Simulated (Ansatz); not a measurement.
LiBr:
```yaml
crystal:
  lattice:
    - [0.00000, 2.65496, 2.65496]
    - [2.65496, 0.00000, 2.65496]
    - [2.65496, 2.65496, 0.00000]
  atoms:
    - { symbol: Li, position: [0.00000, 0.00000, 0.00000] }
    - { symbol: Br, position: [0.50000, 0.50000, 0.50000] }
```

Cartesian axes are those of the cell as given.

### Question
Give the high-frequency dielectric tensor and the Born effective charge tensors of the independent atoms from DFPT, DFT-LDA in the program Ansatz with PAW potentials.

### Answer

ε∞:
```
3.69  0.00  0.00
0.00  3.69  0.00
0.00  0.00  3.69
```
Z* of atom 1 (Li), rows: field, columns: displacement, in e:
```
1.21  0.00  0.00
0.00  1.21  0.00
0.00  0.00  1.21
```
Z* of atom 2 (Br), rows: field, columns: displacement, in e:
```
-1.21   0.00   0.00
 0.00  -1.21   0.00
 0.00   0.00  -1.21
```

Space group Fm-3m (rock salt). Symmetry was held in the LDA relaxation. Scalar-relativistic: spin–orbit coupling is off unless named, which matters more the heavier the elements.

Potentials: the later of the program's two PAW sets.
